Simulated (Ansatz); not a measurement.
Given:

SiC:
```cif
data_C2Si2
_chemical_formula_sum 'Si2 C2'
_space_group_name_H-M_alt 'P63mc'
_space_group_IT_number 186
_space_group_name_Hall 'P 6c -2c'
_cell_length_a 3.05634
_cell_length_b 3.05634
_cell_length_c 5.01605
_cell_angle_alpha 90.000
_cell_angle_beta 90.000
_cell_angle_gamma 120.000
loop_
_atom_site_label
_atom_site_type_symbol
_atom_site_symmetry_multiplicity
_atom_site_Wyckoff_symbol
_atom_site_fract_x
_atom_site_fract_y
_atom_site_fract_z
_atom_site_occupancy
Si1 Si 2 b 0.33333 0.66667 0.49960 1
C1 C 2 b 0.66667 0.33333 0.37540 1
```

This is the LDA-relaxed structure.

**Question.** All from LDA in the plane-wave PAW code Ansatz, unless another level is named. Predict the static dielectric constant ε0 (ions relaxed, cell fixed).

**Answer.** 10.2 (xx = yy), 11.3 (zz).

**Question.** And the Born charges (a third of the trace)?

**Answer.** Si +2.76, C -2.76 e.

**Question.** Next, the largest static χ(2) component?

**Answer.** 12 pm/V.

**Question.** Next, the electronic dielectric constant ε∞ (DFPT)?

**Answer.** 6.89 (xx = yy), 7.24 (zz).

Space group P6_3mc (wurtzite). The LDA relaxation kept the symmetry of its start; phonons on a q-mesh show no instability.

Potentials: the earlier of the program's two PAW sets.
